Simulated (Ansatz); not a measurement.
Geometry optimisation in Ansatz: input, command and trajectory.

```yaml
crystal:
  lattice:
    - [1.7711673067, 1.0225839213, 5.3493783536]
    - [-1.7711673067, 1.0225839213, 5.3493783536]
    - [0.0, -2.0451678426, 5.3493783536]
  atoms:
    - { symbol: Ga, position: [0.75, 0.75, 0.75] }
    - { symbol: Ga, position: [0.25, 0.25, 0.25] }
    - { symbol: S, position: [0.0, 0.0, 0.0] }
basis:
  ecutwfc: 420
kpoints:
  mp_grid: { grid: [6, 6, 6] }
hamiltonian:
  xc: pbe
scf:
  occupations: { method: gaussian, width: 0.1 }
  lower_state_search: "off"
output:
  forces: true
  stress: true
  eigenvalues: true
relax:
  adjacent_minimum: "off"
  f_tol: 0.04
  max_steps: 70
  cell: { stress_tol: 0.4 }
```

```bash
ansatz run input.yaml --threads 1 --pin off --max-ram 2560MiB --backend cpu --events-out ev --progress --plain --runs-dir out
```

Method: DFT PBE, scalar-relativistic, plane waves, PAW (Ansatz).

Of 6 frames 6 are shown, positions in Å and forces in eV/Å; the SCF threshold varies from step to step. Steps run on the plane waves of an earlier cell, with a Pulay correction in the pressure. The basis is chosen afresh for the last frame, the zero of the energies, and at times for earlier ones too; energy and pressure step there, also at an unchanged geometry.

```xyz
3
Lattice="1.7712 1.0226 5.3494 -1.7712 1.0226 5.3494 0.0000 -2.0452 5.3494" Properties=species:S:1:pos:R:3:forces:R:3 pbc="T T T" step=1 free_energy_over_end_meV_per_atom=243.02 pressure_GPa=12.93
Ga    0.0000    0.0000   12.0361    0.0000    0.0000    2.3348
Ga    0.0000    0.0000    4.0120    0.0000    0.0000   -2.3348
S     0.0000    0.0000    0.0000    0.0000    0.0000    0.0000
3
Lattice="1.7786 1.0269 5.3929 -1.7786 1.0269 5.3929 0.0000 -2.0537 5.3929" Properties=species:S:1:pos:R:3:forces:R:3 pbc="T T T" step=2 free_energy_over_end_meV_per_atom=29.00 pressure_GPa=4.03
Ga    0.0000    0.0000   12.3279    0.0000    0.0000    0.7266
Ga    0.0000    0.0000    3.8509    0.0000    0.0000   -0.7266
S     0.0000    0.0000    0.0000    0.0000    0.0000    0.0000
3
Lattice="1.7652 1.0191 5.5138 -1.7652 1.0191 5.5138 0.0000 -2.0383 5.5138" Properties=species:S:1:pos:R:3:forces:R:3 pbc="T T T" step=3 free_energy_over_end_meV_per_atom=7.82 pressure_GPa=0.70
Ga    0.0000    0.0000   12.6947    0.0000    0.0000   -0.0435
Ga    0.0000    0.0000    3.8467    0.0000    0.0000    0.0435
S     0.0000    0.0000    0.0000    0.0000    0.0000    0.0000
3
Lattice="1.7995 1.0389 5.4160 -1.7995 1.0389 5.4160 0.0000 -2.0779 5.4160" Properties=species:S:1:pos:R:3:forces:R:3 pbc="T T T" step=4 free_energy_over_end_meV_per_atom=1.25 pressure_GPa=0.21
Ga    0.0000    0.0000   12.4638    0.0000    0.0000    0.0632
Ga    0.0000    0.0000    3.7841    0.0000    0.0000   -0.0632
S     0.0000    0.0000    0.0000    0.0000    0.0000    0.0000
3
Lattice="1.8097 1.0448 5.3611 -1.8097 1.0448 5.3611 0.0000 -2.0896 5.3611" Properties=species:S:1:pos:R:3:forces:R:3 pbc="T T T" step=5 free_energy_over_end_meV_per_atom=0.18 pressure_GPa=-0.13
Ga    0.0000    0.0000   12.3531    0.0000    0.0000    0.0216
Ga    0.0000    0.0000    3.7302    0.0000    0.0000   -0.0216
S     0.0000    0.0000    0.0000    0.0000    0.0000    0.0000
3
Lattice="1.8097 1.0448 5.3611 -1.8097 1.0448 5.3611 0.0000 -2.0896 5.3611" Properties=species:S:1:pos:R:3:forces:R:3 pbc="T T T" step=6 free_energy_over_end_meV_per_atom=0.00 pressure_GPa=-0.14
Ga    0.0000    0.0000   12.3531    0.0000    0.0000    0.0215
Ga    0.0000    0.0000    3.7302    0.0000    0.0000   -0.0215
S     0.0000    0.0000    0.0000    0.0000    0.0000    0.0000
```

The start puts this composition into another compound's structure type, which needn't suit it. At the end the space group is R-3m (tolerance 0.05 Å).

It took 41 s on 1 thread of AMD EPYC (Zen 3), on a shared host, peak memory 0.37 GiB.

The k mesh is coarse.